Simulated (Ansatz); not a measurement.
**Guessed and relaxed cells of LiSiS₃**

Recipe of this trial structure of LiSiS₃: perovskite family, AX3 layers stacked AB (P6_3/mmc, No. 194) (A site Li; B site Si; X site S). Lengths were set from tabulated atomic sizes, so they are only a guess.

POSCAR.start

```
Li Si S
1.0
     6.02790    0.00000    0.00000
    -3.01395    5.22031    0.00000
     0.00000    0.00000    5.06344
Li Si S
2 2 6
Direct
  0.33333 0.66667 0.75000
  0.66667 0.33333 0.25000
  0.00000 0.00000 0.00000
  0.00000 0.00000 0.50000
  0.83333 0.66667 0.75000
  0.33333 0.16667 0.75000
  0.83333 0.16667 0.75000
  0.16667 0.33333 0.25000
  0.66667 0.83333 0.25000
  0.16667 0.83333 0.25000
```

Computed with DFT PBE, scalar-relativistic, plane waves, PAW in Ansatz 0.2.0. Cutoff 420 eV, Gaussian smearing, Γ-centred meshes. Cell and atoms relax first on a coarse mesh and then on a finer one. In between, the cell is made exact in the group found at 0.06 Å. In metals the finer mesh still leaves noise of several meV/atom or more. The steps can't lower the symmetry of their start. No spin polarisation.

POSCAR.end

```
Li Si S
1.0
     6.32227    0.00000    0.00000
    -3.16113    5.47524    0.00000
     0.00000    0.00000    5.87167
Li Si S
2 2 6
Cartesian
  0.0000 3.6502 4.4037
  3.1611 1.8251 1.4679
  0.0000 0.0000 0.0000
  0.0000 0.0000 2.9358
  3.1611 3.7205 4.4037
  1.5196 0.8774 4.4037
  4.8026 0.8774 4.4037
  0.0000 1.7547 1.4679
  1.6415 4.5979 1.4679
  -1.6415 4.5979 1.4679
```

The symmetry stays P6_3/mmc (No. 194). The end has the hexagonal perovskite (2H) type. The volume per atom grows by 27.6 %, from 15.9 to 20.3 Å³. The shortest distance goes from 2.15 Å (Si–S) to 2.29 Å (Si–S). The ratio c/a of the conventional cell changes by a factor of 1.11. The energy falls by about 0.25 eV/atom (the start's value is from the coarse mesh).

```json
{
 "Volume per atom": "20.33 Å³",
 "Density": "2.14 g/cm³",
 "Formation energy": "−0.38 eV/atom",
 "Gap on the 6×6×6 mesh of the 10-atom cell": "0 eV (a metal)"
}
```

The zero of energy is the elements' standard structures at the same level; no fitted shifts are applied. A negative formation energy is needed for stability but isn't enough: competing phases decide.

The last run used Gaussian smearing of 0.10 eV. The cell is a metal run without spin; a magnetic state may lie lower. The reference form of S is held partly by dispersion forces, which this level lacks. A structure relaxed within its symmetry needn't be a true minimum. In all, the 3 runs took 50 s on 1 thread of Intel(R) Xeon(R) 6975P-C (Granite Rapids), on a shared host.
